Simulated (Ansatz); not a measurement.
**Ca (fcc, Cu type), energy against volume**

Ca (fcc, Cu type)

```
Ca
1.0
    0.00000     2.76322     2.76322
    2.76322     0.00000     2.76322
    2.76322     2.76322     0.00000
Ca
1
Direct
  0.00000   0.00000   0.00000
```

The volume is varied about the relaxed value V₀ at fixed cell shape. Symmetry pins the atoms to their sites.

Level of theory: PBE (plane waves to 420 eV, PAW, scalar-relativistic; Ansatz, an electronic-structure program). k mesh 15×15×15 (Γ-centred), Fermi-Dirac smearing 0.05 eV. Energies are smeared free energies. Compression counts positive. Ca was relaxed with its symmetry unable to fall. The PAW data are Ansatz's earlier set. The zero of ΔE is the relaxed starting cell.

```tsv
a (Å)	ΔE (kJ/mol of atoms)	P (GPa)
5.4136	0.9	1.2
5.4327	0.6	1.0
5.4517	0.4	0.8
5.4706	0.2	0.6
5.4893	0.1	0.4
5.5080	0.0	0.2
5.5264	0.0	0.0
5.5448	0.0	-0.2
5.5630	0.1	-0.3
5.5812	0.2	-0.5
5.5992	0.3	-0.6
5.6170	0.5	-0.8
5.6348	0.7	-0.9
```

Read from the data:

The pressure at the smallest volume comes out as 1.2 GPa and the energy cost of the largest compression is 9 meV/atom. The energy cost of the largest expansion is 8 meV/atom. The bulk modulus B₀ (third-order Birch-Murnaghan fit) comes out as 17.4 GPa, the pressure derivative B₀′ (fit) comes out as 3.2 and the equilibrium volume of the fit is 42.20 Å³/atom. The pressure for 5 % compression (fit) is 1.0 GPa.

(A scan under strain: stresses follow from slopes of the energy per volume, elastic moduli from its curvatures.)
